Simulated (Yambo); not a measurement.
G0W0@LDA for BP (zinc blende, space group F-43m, No. 216) in Yambo. Reference settings: 6×6×6 Γ-centred k mesh, 84 bands and a 14 Ry block in the screening, 84 bands in G with the Bruneval-Gonze terminator, plasmon pole fitted at 27.2 eV. The LDA gap Γ → X on this mesh is 1.26 eV; G0W0 gaps are taken between the same points.

With and without the terminator, as bands are cut:

| bands in G (in W) | gap, terminator (eV) | gap, none (eV) | valence shift, terminator (eV) | valence shift, none (eV) |
|---|---|---|---|---|
| 15 (15) | 2.135 | 2.013 | -0.229 | 0.224 |
| 26 (26) | 2.116 | 2.021 | -0.468 | -0.175 |
| 44 (44) | 2.121 | 2.059 | -0.612 | -0.442 |
| 64 (64) | 2.129 | 2.089 | -0.680 | -0.577 |
| 84 (84) | 2.134 | 2.107 | -0.717 | -0.648 |

Over this range the gap spans 0.019 eV with the terminator and 0.094 eV without, the valence shift 0.488 eV and 0.872 eV. Neither column has reached its limit for certain.

Geometry relaxed with LDA; primitive cell a = 3.1728 Å, b = 3.1728 Å, c = 3.1728 Å, α = 60.00°, β = 60.00°, γ = 60.00°.

A shift is the quasiparticle energy of the state minus its LDA energy.
